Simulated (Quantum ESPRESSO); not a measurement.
# Zr4Al2MgAu: input and log of a self-consistent run

A calculation, not a measurement. The program is pw.x of Quantum ESPRESSO 7.5 (plane-wave density functional theory). The cell is made up: eight metal atoms on a hexagonal close-packed lattice, with elements, volume, strain and displacements drawn at random and not relaxed, so it may be unstable or far from any real phase. PseudoDojo standard norm-conserving files set the functional (PBE unless stated); there is no spin polarisation or spin-orbit coupling, the Fermi-Dirac width of 0.25 eV means electrons at about 2900 K, and the masses in the input are unused placeholders. Heavy elements are run without spin-orbit coupling, which real alloys of them have. A spin test at this wide smearing found no moment, but such smearing suppresses magnetism that the real alloy may have.

Input:

```
&control calculation='scf', pseudo_dir='./dojo.nc.sr.pbe.v0_5.standard.upf', outdir='./o', disk_io='medium', tprnfor=.true., tstress=.true. /
&system ibrav=0, nat=8, ntyp=4, nbnd=55, ecutwfc=84.00895049, nosym=.true., tot_charge=0,
 occupations='smearing', smearing='fd', degauss=0.0183746611
/
&electrons conv_thr=1.470e-08, electron_maxstep=70, mixing_beta=0.5 /
ATOMIC_SPECIES
Al 1.0 Al.upf
Au 1.0 Au.upf
Mg 1.0 Mg.upf
Zr 1.0 Zr.upf
CELL_PARAMETERS angstrom
3.1164 0.0368 5.1404
3.1238 -0.0476 -5.1449
-3.1294 5.5891 0.047
ATOMIC_POSITIONS angstrom
Zr -0.1023 -0.0276 0.0081
Zr -1.5825 2.7989 -0.0109
Al 3.1164 1.8129 -2.5652
Al 1.5997 4.6528 -2.5428
Zr 3.124 0.0125 -0.0264
Mg 1.5785 2.8416 0.0449
Zr 3.1161 1.8676 2.5659
Au 1.4786 4.6452 2.6065
K_POINTS automatic
5 5 4 1 1 1
```

The log is shortened where brackets say so; the opening notice, blank lines, dates and the lines on written files are dropped, and the path of the files is cut. It prints rydbergs, bohrs and kilobars, and counts compression as positive stress. Its total energy is the free energy E - TS of the whole cell.

```
     Program PWSCF v.7.5
     Parallel version (MPI & OpenMP), running on       1 processor cores
     Number of MPI processes:                 1
     Threads/MPI process:                     1
     [start-up lines left out]
     bravais-lattice index     =            0
     lattice parameter (alat)  =      11.3599  a.u.
     unit-cell volume          =    1209.1331 (a.u.)^3
     number of atoms/cell      =            8
     number of atomic types    =            4
     number of electrons       =        83.00
     number of Kohn-Sham states=           55
     kinetic-energy cutoff     =      84.0090  Ry
     charge density cutoff     =     336.0358  Ry
     scf convergence threshold =      1.5E-08
     mixing beta               =       0.5000
     number of iterations used =            8  plain     mixing
     Exchange-correlation= PBE
                           (   1   4   3   4   0   0   0)
     [axes and pseudopotential details left out]
   Cartesian axes
     site n.     atom                  positions (alat units)
         1        Zr     tau(   1) = (  -0.0170176  -0.0045913   0.0013474  )
         2        Zr     tau(   2) = (  -0.2632495   0.4655981  -0.0018132  )
         3        Al     tau(   3) = (   0.5184144   0.3015766  -0.4267221  )
         4        Al     tau(   4) = (   0.2661107   0.7739952  -0.4229958  )
         5        Zr     tau(   5) = (   0.5196787   0.0020794  -0.0043917  )
         6        Mg     tau(   6) = (   0.2625841   0.4727013   0.0074691  )
         7        Zr     tau(   7) = (   0.5183645   0.3106760   0.4268385  )
         8        Au     tau(   8) = (   0.2459657   0.7727309   0.4335923  )
     number of k points=    50  Fermi-Dirac smearing, width (Ry)=  0.0184
                       cart. coord. in units 2pi/alat
        k(    1) = (   0.1930856   0.2425713  -0.0018516), wk =   0.0400000
        k(    2) = (   0.1935499   0.5117395  -0.0040600), wk =   0.0400000
     [further k points left out]
     Dense  grid:   125785 G-vectors     FFT dimensions: (  72,  72,  72)
     Estimated max dynamical RAM per process >     200.90 MB
     Initial potential from superposition of free atoms
     starting charge      82.9847, renormalised to      83.0000
     Starting wfcs are   63 randomized atomic wfcs
     total cpu time spent up to now is       34.6 secs
     per-process dynamical memory:   109.6 Mb
     Self-consistent Calculation
     iteration #  1     ecut=    84.01 Ry     beta= 0.50
     Davidson diagonalization with overlap
     ethr =  1.00E-02,  avg # of iterations =  2.6
     total cpu time spent up to now is      111.0 secs
     total energy              =    -828.79876567 Ry
     estimated scf accuracy    <       1.37704331 Ry
     iteration #  2     ecut=    84.01 Ry     beta= 0.50
     Davidson diagonalization with overlap
     ethr =  1.66E-03,  avg # of iterations =  3.7
     total cpu time spent up to now is      193.4 secs
     total energy              =    -829.30076846 Ry
     estimated scf accuracy    <       2.71629581 Ry
     iteration #  3     ecut=    84.01 Ry     beta= 0.50
     Davidson diagonalization with overlap
     ethr =  1.66E-03,  avg # of iterations =  2.0
     total cpu time spent up to now is      264.7 secs
     total energy              =    -829.55778225 Ry
     estimated scf accuracy    <       0.22189508 Ry
     iteration #  4     ecut=    84.01 Ry     beta= 0.50
     Davidson diagonalization with overlap
     ethr =  2.67E-04,  avg # of iterations =  2.1
     total cpu time spent up to now is      332.4 secs
     total energy              =    -829.56189987 Ry
     estimated scf accuracy    <       0.06974952 Ry
     iteration #  5     ecut=    84.01 Ry     beta= 0.50
     Davidson diagonalization with overlap
     ethr =  8.40E-05,  avg # of iterations =  5.4
     total cpu time spent up to now is      417.0 secs
     total energy              =    -829.57538417 Ry
     estimated scf accuracy    <       0.02500389 Ry
     [iterations 6 to 9 left out]
     iteration # 10     ecut=    84.01 Ry     beta= 0.50
     Davidson diagonalization with overlap
     ethr =  1.24E-07,  avg # of iterations =  2.2
     total cpu time spent up to now is      807.7 secs
     total energy              =    -829.57895964 Ry
     estimated scf accuracy    <       0.00009346 Ry
     iteration # 11     ecut=    84.01 Ry     beta= 0.50
     Davidson diagonalization with overlap
     ethr =  1.13E-07,  avg # of iterations =  2.0
     total cpu time spent up to now is      882.8 secs
     total energy              =    -829.57897203 Ry
     estimated scf accuracy    <       0.00000167 Ry
     iteration # 12     ecut=    84.01 Ry     beta= 0.50
     Davidson diagonalization with overlap
     ethr =  2.01E-09,  avg # of iterations =  5.0
     total cpu time spent up to now is      973.3 secs
     total energy              =    -829.57897280 Ry
     estimated scf accuracy    <       0.00000026 Ry
     iteration # 13     ecut=    84.01 Ry     beta= 0.50
     Davidson diagonalization with overlap
     ethr =  3.10E-10,  avg # of iterations =  2.0
     total cpu time spent up to now is     1045.5 secs
     total energy              =    -829.57897281 Ry
     estimated scf accuracy    <       0.00000009 Ry
     iteration # 14     ecut=    84.01 Ry     beta= 0.50
     Davidson diagonalization with overlap
     ethr =  1.07E-10,  avg # of iterations =  2.0
     total cpu time spent up to now is     1116.5 secs
     End of self-consistent calculation
     [lines on levels left out]
!    total energy              =    -829.57897281 Ry
     estimated scf accuracy    <          9.6E-09 Ry
     smearing contrib. (-TS)   =      -0.11654002 Ry
     internal energy E=F+TS    =    -829.46243279 Ry
     The total energy is F=E-TS. E is the sum of the following terms:
     one-electron contribution =    -372.62030049 Ry
     hartree contribution      =     207.29108689 Ry
     xc contribution           =    -151.96062993 Ry
     ewald contribution        =    -512.17258927 Ry
     convergence has been achieved in  14 iterations
     Forces acting on atoms (cartesian axes, Ry/au):
     atom    1 type  4   force =     0.02544409    0.01199303    0.03007822
     atom    2 type  4   force =     0.00150575   -0.00108822    0.01059235
     atom    3 type  1   force =    -0.00528590    0.00917658   -0.00402532
     atom    4 type  1   force =     0.00266185   -0.01022714   -0.00463024
     atom    5 type  4   force =    -0.01416485    0.00418382   -0.03029699
     atom    6 type  3   force =    -0.01192931   -0.00968046   -0.00248338
     atom    7 type  4   force =     0.00479730   -0.00275287   -0.00033523
     atom    8 type  2   force =    -0.00302893   -0.00160474    0.00110059
     Total force =     0.059118     Total SCF correction =     0.000131
     Computing stress (Cartesian axis) and pressure
          total   stress  (Ry/bohr**3)                   (kbar)     P=      -68.67
  -0.00037514  -0.00000658   0.00003324          -55.18       -0.97        4.89
  -0.00000658  -0.00050709  -0.00005169           -0.97      -74.60       -7.60
   0.00003324  -0.00005169  -0.00051818            4.89       -7.60      -76.23
     init_run     :     31.64s CPU     34.52s WALL (       1 calls)
     electrons    :   1029.14s CPU   1081.90s WALL (       1 calls)
     forces       :      8.47s CPU      8.58s WALL (       1 calls)
     stress       :     35.89s CPU     37.90s WALL (       1 calls)
     [timing details left out]
     PWSCF        :  18m25.51s CPU  19m24.53s WALL
     JOB DONE.
```

In other units: free energy -11286.997 eV for the cell, pressure -6.87 GPa, largest force component 0.779 eV/Å in size. The run took 1166 s of wall time with one process on a shared machine (AMD EPYC, Zen 5, virtual cores), so the time is rough. A rerun of this cell at a higher cutoff and on a denser mesh moved values by no more than 0.002 eV in energy, 0.03 GPa in stress and 0.003 eV/Å in force, and a second program with other atomic files agreed on that cell to 2 % rms in force and 0.5 GPa in pressure.